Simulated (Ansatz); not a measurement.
## What a trial cell of Ti6Ge relaxes into

Theory: DFT PBE, scalar-relativistic, plane waves, PAW (Ansatz). Cutoff 420 eV, Gaussian smearing, Γ-centred meshes. Cell and atoms relax first on a coarse mesh, the cell is then made exact in the group found at 0.06 to 0.08 Å, and last on a converged mesh; the steps can't lower the symmetry of their start. No spin polarisation.

The guess for Ti6Ge was made by a generator: random cell by space group and Wyckoff sites (P-62m, No. 189). Lengths were set from tabulated atomic sizes, so they are only a guess.

```xyz
7
Lattice="4.0510 0.0000 0.0000 -2.0255 3.5082 0.0000 0.0000 0.0000 7.1846" Properties=species:S:1:pos:R:3 pbc="T T T"
Ti    2.0805    0.0000    3.5923
Ti   -1.0403    1.8018    3.5923
Ti    0.9852    1.7064    3.5923
Ti    1.9248    0.0000    0.0000
Ti   -0.9624    1.6669    0.0000
Ti    1.0631    1.8413    0.0000
Ge    0.0000    0.0000    3.5923
```

Energies over the elements count from the elements' standard structures at the same level, with no fitted energy shifts.

Problem. Where does the relaxation end?

Solution. The symmetry stays P-62m (No. 189). The volume per atom grows by 16.6 %, from 14.6 to 17.0 Å³. The shortest distance goes from 1.97 Å (Ti–Ge) to 2.59 Å (Ti–Ti). The ratio c/a of the conventional cell changes by a factor of 0.50. The end is written in a standard setting, so origin, axes and order of atoms can differ from the start's. Conventional cell: a = 5.386 Å, c = 4.741 Å. Around Ti on its first site lie 6 Ti at 2.59–2.70 Å, 1 Ge at 2.60 Å, 1 Ge at 2.78 Å and 4 Ti at 3.30 Å; Ti on its second site is surrounded by 2 Ti at 2.59 Å, 2 Ge at 2.94 Å and 10 Ti at 3.02–3.30 Å; Ge is surrounded by 3 Ti at 2.60 Å, 3 Ti at 2.78 Å and 6 Ti at 2.94 Å.

```cif
data_structure
_symmetry_space_group_name_H-M 'P-62m'
_symmetry_Int_Tables_number 189
_cell_length_a 5.3860
_cell_length_b 5.3860
_cell_length_c 4.7407
_cell_angle_alpha 90.000
_cell_angle_beta 90.000
_cell_angle_gamma 120.000
_cell_volume 119.10
loop_
_atom_site_label
_atom_site_type_symbol
_atom_site_symmetry_multiplicity
_atom_site_Wyckoff_symbol
_atom_site_fract_x
_atom_site_fract_y
_atom_site_fract_z
_atom_site_occupancy
Ti1 Ti 3 g 0.51650 0.00000 0.50000 1
Ti2 Ti 3 f 0.32361 0.00000 0.00000 1
Ge1 Ge 1 b 0.00000 0.00000 0.50000 1
```

Problem. How does it come out in energy, and is it a metal?

Solution. The formation energy is +0.03 eV/atom. The gap on the 6×6×8 mesh of the 7-atom cell is 0 eV (a metal).

The formation energy is too near zero to say whether this cell lies below the elements.

The last run used Gaussian smearing of 0.10 eV. For metals, differences of a few meV/atom aren't resolved. The cell is a metal run without spin; a magnetic state may lie lower. A later test with randomly moved atoms led to a structure 229 meV/atom lower, so this end is a saddle point or a shallow minimum. Another cell of the same search, in C2, lies 229 meV/atom lower, so this cell isn't the stable form at this level.
